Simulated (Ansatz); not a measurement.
According to r²SCAN (plane waves, PAW; program Ansatz), W in the trigonal phase (R-3m; Pearson symbol hR13) relaxes to a = 5.154 Å, c = 27.941 Å.

Electronic character: metallic (no gap).

An equation-of-state fit gives a bulk modulus of 291 GPa.

The start of the workflow was typed in or built on a structure type; neither database checked (COD, Materials Project) lists it. It is not the phase usual at ambient conditions (space group No. 229). The r²SCAN relaxation kept the symmetry of its start; whether a distortion lowers the energy is not shown. No spin polarisation was allowed. Axis ratios of metals converge slowly with the k-mesh, so a and c are less sure than the volume. Spin–orbit coupling is left out wherever it is not named.

Potentials: the earlier of the program's two PAW sets.
